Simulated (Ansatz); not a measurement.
Method: Ansatz 0.2.0, DFT, PBEsol, plane waves (420 eV) with PAW, scalar-relativistic. The PAW files were generated under PBE, with cores re-solved for the functional.

An element in the diamond structure gives this curve. The cell is scaled uniformly from the relaxed one, with fractional coordinates and shape fixed. Energies are extrapolated to zero smearing, pressures are those at the given smearing. Magnetic state: spin not included.

```csv
V (Å³/atom),E − E₀ (meV/atom),P (GPa)
46.109,8.3,0.50
48.205,3.3,0.30
50.301,0.7,0.14
52.397,0.0,0.00
54.493,0.9,-0.11
56.589,3.2,-0.21
58.684,6.6,-0.29
```

(1) Which element is it?
A. sodium
B. antimony
C. bismuth
D. thallium

Answers

(1) A. Its fit is V₀ = 52.19 Å³/atom, B₀ = 3.1 GPa, B₀′ = 3.5.
